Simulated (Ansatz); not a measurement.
Elastic constants of B2W: input and output

These are results of DFT PBEsol, scalar-relativistic, plane waves, PAW in Ansatz 0.2.0, not measurements.

Launched with:
```bash
ansatz run input.yaml --threads 4 --pin off --max-ram 12288MiB --backend cpu --events-out ev --progress --plain --runs-dir out
```

Input (bare energies are in eV):
```yaml
crystal:
  lattice:
    - [3.0002334725, 0.0, 0.0]
    - [-1.5001167362, 2.5982784045, 0.0]
    - [0.0, 0.0, 13.9503278021]
  atoms:
    - { symbol: B, position: [0.3333333333, 0.6666666667, 0.9767795426] }
    - { symbol: B, position: [0.6666666667, 0.3333333333, 0.4767795426] }
    - { symbol: B, position: [0.3333333333, 0.6666666667, 0.5232204574] }
    - { symbol: B, position: [0.6666666667, 0.3333333333, 0.0232204574] }
    - { symbol: B, position: [0.3333333333, 0.6666666667, 0.75] }
    - { symbol: B, position: [0.6666666667, 0.3333333333, 0.25] }
    - { symbol: B, position: [0.0, 0.0, 0.25] }
    - { symbol: B, position: [0.0, 0.0, 0.75] }
    - { symbol: W, position: [0.3333333333, 0.6666666667, 0.1354392661] }
    - { symbol: W, position: [0.6666666667, 0.3333333333, 0.6354392661] }
    - { symbol: W, position: [0.3333333333, 0.6666666667, 0.3645607339] }
    - { symbol: W, position: [0.6666666667, 0.3333333333, 0.8645607339] }
basis:
  ecutwfc: 420
kpoints:
  mp_grid: { grid: [12, 12, 4] }
hamiltonian:
  xc: pbesol
scf:
  occupations: { method: fermi_dirac, width: 0.15 }
output:
  forces: true
  stress: true
  eigenvalues: true
elastic:
  mode: relaxed_ion
  amplitude: 0.005
  stencil: two_point
```

From the output:
```
--- Elastic constants: 3 strain directions × 2 members + reference (group order 24) ---
  dense FFT box of the reference and of every strained cell: 24×24×96
  strains applied: 11, 33, 23; error gains: componentwise 1.00 (the most a stress slope's error grows in a printed constant), spectral 1.41 (1 for all six strains in a standard setting)
  reference relaxed by the batch: 2 steps; max|allowed force component| 1.29e-4 eV/Å at the deck's positions, 1.35e-5 at the last accepted step, 1.35e-5 by the solve of record
  largest displacement 4.4e-6 Å; the constants are those of the deck's cell at these positions:
  atoms:
    - { symbol: B, position: [0.3333333333333333, 0.6666666666666666, 0.9767796171037288] }
    - { symbol: B, position: [0.6666666666666665, 0.33333333333333337, 0.47677961710372885] }
    - { symbol: B, position: [0.3333333333333333, 0.6666666666666666, 0.5232203828962712] }
    - { symbol: B, position: [0.6666666666666665, 0.33333333333333337, 0.023220382896271118] }
    - { symbol: B, position: [0.3333333333333333, 0.6666666666666666, 0.75] }
    - { symbol: B, position: [0.6666666666666665, 0.33333333333333337, 0.24999999999999997] }
    - { symbol: B, position: [3.3569529727182813e-34, 1.0346378623177752e-34, 0.24999999999999997] }
    - { symbol: B, position: [-3.161620339110488e-34, -4.4782832848488575e-35, 0.75] }
    - { symbol: W, position: [0.3333333333333333, 0.6666666666666666, 0.13543958375241744] }
    - { symbol: W, position: [0.6666666666666665, 0.33333333333333337, 0.6354395837524174] }
    - { symbol: W, position: [0.3333333333333333, 0.6666666666666666, 0.3645604162475825] }
    - { symbol: W, position: [0.6666666666666665, 0.33333333333333337, 0.8645604162475825] }
  C = ∂σ_k/∂η_j (tension-positive GPa; Voigt order 11 22 33 23 13 12):
       614.969    152.312    197.004      0.000      0.000     -0.000
       152.312    614.969    197.004      0.000      0.000      0.000
       197.011    197.011    715.289      0.000      0.000     -0.000
         0.000      0.000      0.000    241.169      0.000      0.000
         0.000      0.000      0.000      0.000    241.169      0.000
        -0.000     -0.000     -0.000      0.000      0.000    231.329
  reference stress σ⁰ (GPa):     -0.005     -0.005      0.008     -0.000     -0.000     -0.000
  C* (energy form; C + prestress term) asymmetry max|C*_kj − C*_jk| = 2.004e-2 GPa — a small one proves nothing (zero by symmetry where the batch's group is 432, −43m or m−3m); a large one is finite-difference/SCF noise where every solve ...
  moduli (Voigt/Reuss/Hill, GPa): K = 337.54/334.23/335.88   G = 235.99/235.44/235.72   E = 573.09   ν = 0.216
  mechanically stable: yes (min eigenvalue of sym C = 231.33 GPa)
  strain η (Voigt 11):  stress-route row diagonal C_11 = 614.97 GPa, energy-path curvature d²(F+E_count+ΔE)/dδ²/Ω₀ = 614.94 GPa
         δ    σ_11 (GPa) F (eV) n_scf n_hpsi n_pw
    -5.000e-3      -3.1265      -42252.3062086      12  128903   2144   relax 6 steps, max|allowed force component| 9.49e-6 eV/Å
     5.000e-3       3.0232      -42252.3063617      12  128128   2170   relax 4 steps, max|allowed force component| 8.11e-6 eV/Å
  strain η (Voigt 33):  stress-route row diagonal C_33 = 715.29 GPa, energy-path curvature d²(F+E_count+ΔE)/dδ²/Ω₀ = 715.23 GPa
         δ    σ_33 (GPa) F (eV) n_scf n_hpsi n_pw
    -5.000e-3      -3.6426      -42252.3053863      12   56421   2142   relax 4 steps, max|allowed force component| 2.73e-5 eV/Å
     5.000e-3       3.5103      -42252.3054968      14   63312   2184   relax 4 steps, max|allowed force component| 2.57e-6 eV/Å
  strain η (Voigt 23):  stress-route row diagonal C_44 = 241.17 GPa, energy-path curvature d²(F+E_count+ΔE)/dδ²/Ω₀ = 241.18 GPa
         δ    σ_23 (GPa) F (eV) n_scf n_hpsi n_pw
    -5.000e-3      -1.2058      -42252.3094484      12  163144   2160   relax 4 steps, max|allowed force component| 2.45e-5 eV/Å
     5.000e-3       1.2058      -42252.3094484      12  163286   2160   relax 3 steps, max|allowed force component| 2.05e-5 eV/Å
```

Time: 5.8 min on 4 threads of Arm Neoverse V1 (shared host), peak memory 1.1 GiB.

In a metal, frequencies and elastic constants depend on the k mesh and the smearing, soft modes and shear constants most. Spin–orbit coupling is left out, which can shift energies with elements as heavy as these.